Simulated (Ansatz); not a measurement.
# Every step of a relaxation of hcp Ti (0001), 5 layers

DFT, LDA, PAW with Ansatz's default frozen-core files, scalar-relativistic (Ansatz 0.2.0); a Γ-centred 16×16×1 k mesh, Fermi–Dirac smearing of 0.1 eV, no spin polarisation. The run relaxes the atoms in the fixed cell.

Command: `ansatz run input.yaml --threads 2 --pin off --max-ram 4096MiB --backend cpu --events-out ev --progress --plain --runs-dir out` It took 24 s on 2 threads of Intel(R) Xeon(R) 6975P-C (Granite Rapids), on a shared host, peak memory 0.54 GiB.

```yaml
crystal:
  lattice:
    - [2.8642820353, 0.0, 0.0]
    - [-1.4321410176, 2.4805410062, 0.0]
    - [0.0, 0.0, 25.0756]
  atoms:
    - { symbol: Ti, position: [0.0, 0.0, 0.3190353983] }
    - { symbol: Ti, position: [0.333333334, 0.666666666, 0.4095176993] }
    - { symbol: Ti, position: [0.0, 0.0, 0.4999999997] }
    - { symbol: Ti, position: [0.333333334, 0.666666666, 0.5904823007] }
    - { symbol: Ti, position: [0.0, 0.0, 0.6809646017] }
kpoints:
  mp_grid: { grid: [16, 16, 1] }
scf:
  occupations: { method: fermi_dirac, width: 0.1 }
hamiltonian:
  xc: lda
  pseudopotentials: { kind: paw }
output:
  forces: true
  stress: true
  eigenvalues: true
relax:
  f_tol: 0.01
  max_steps: 40
efield:
  axis: 3
  amplitude: 0
  dipole_correction: true
```

Each step lists its free energy a cell above the last geometry, and Cartesian positions (Å) with forces (eV/Å).

The first step:

```
step 1  dF = 93.59 meV
  Ti 0.0000 0.0000 8.0000   0.0000 0.0000 0.5282
  Ti 0.0000 1.6537 10.2689   0.0000 0.0000 -0.6289
  Ti 0.0000 0.0000 12.5378   0.0000 0.0000 0.0000
  Ti 0.0000 1.6537 14.8067   0.0000 0.0000 0.6289
  Ti 0.0000 0.0000 17.0756   0.0000 0.0000 -0.5281
```

The PAW files were made under PBE.

Where does the relaxation end, and by which steps?

After 4 geometries, with a shortest distance of 2.688 Å. The further steps:
```
step 2  dF = 16.25 meV
  Ti 0.0000 0.0000 8.1596   0.0000 0.0000 -0.3060
  Ti 0.0000 1.6537 10.2241   0.0000 0.0000 0.2790
  Ti 0.0000 0.0000 12.5378   0.0000 0.0000 0.0000
  Ti 0.0000 1.6537 14.8515   0.0000 0.0000 -0.2789
  Ti 0.0000 0.0000 16.9160   0.0000 0.0000 0.3059
step 3  dF = 0.09 meV
  Ti 0.0000 0.0000 8.0977   0.0000 0.0000 -0.0031
  Ti 0.0000 1.6537 10.2160   0.0000 0.0000 0.0205
  Ti 0.0000 0.0000 12.5378   0.0000 0.0000 0.0000
  Ti 0.0000 1.6537 14.8596   0.0000 0.0000 -0.0205
  Ti 0.0000 0.0000 16.9779   0.0000 0.0000 0.0031
step 4  dF = 0.00 meV
  Ti 0.0000 0.0000 8.1040   0.0000 0.0000 0.0014
  Ti 0.0000 1.6537 10.2237   0.0000 0.0000 -0.0082
  Ti 0.0000 0.0000 12.5378   0.0000 0.0000 0.0000
  Ti 0.0000 1.6537 14.8519   0.0000 0.0000 0.0082
  Ti 0.0000 0.0000 16.9716   0.0000 0.0000 -0.0014
```
